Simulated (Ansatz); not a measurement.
**Y (simple cubic): energy against volume**

Theory: DFT, r2SCAN, plane waves (500 eV) with PAW, scalar-relativistic (Ansatz 0.2.0). (PAW data from PBE, frozen cores regenerated.)

The cell is scaled uniformly from the relaxed one, with fractional coordinates and shape fixed. Energies are extrapolated to zero smearing, pressures are those at the given smearing. Magnetic state: spin not included. It is not the lowest magnetic state of this structure.

A Birch-Murnaghan fit gives V₀ = 34.51 Å³/atom, B₀ = 28 GPa, B₀′ = 3.2.

(1) What are the energy above the minimum and the pressure at 33.461 Å³/atom?

(2) What are the energy above the minimum and the pressure at 36.250 Å³/atom?

(3) What are the energy above the minimum and the pressure at 39.038 Å³/atom?

Answers

(1) 2.8 meV/atom and 1.02 GPa as computed.

(2) 7.1 meV/atom and -1.11 GPa as computed.

(3) 43.1 meV/atom and -2.61 GPa as computed.
